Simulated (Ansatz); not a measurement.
SrO:
```
SrO
1.0
    0.00000     2.56124     2.56124
    2.56124     0.00000     2.56124
    2.56124     2.56124     0.00000
Sr O
1 1
Direct
  0.50000   0.50000   0.50000
  0.00000   0.00000   0.00000
```

The program Ansatz at the PBEsol level (PAW) gives a gap of 3.20 eV without spin–orbit coupling, maximum at Γ, minimum at X.

Question: What happens when spin–orbit coupling is switched on?

Answer: The gap falls by 0.02 eV, to 3.18 eV; maximum at Γ, minimum at X.

Question: How large is the spin–orbit splitting of the valence top at Γ?

Answer: The fourfold level lies 0.06 eV above the split-off pair.

Question: Give the electron effective mass with spin–orbit coupling.

Answer: 0.39, 0.39, 1.2 mₑ (principal values).

Question: Give the hole effective mass with spin–orbit coupling, band 1 of 2 at the edge.

Answer: 4.3 along [100], 1.6 along [110], 1.2 along [111] (mₑ).

Question: Give the hole effective mass with spin–orbit coupling, band 2 of 2 at the edge.

Answer: 0.45 along [100], 0.53 along [110], 0.60 along [111] (mₑ).

Space group Fm-3m (rock salt). The PBEsol relaxation kept the symmetry of its start.

Potentials: the later of the program's two PAW sets.
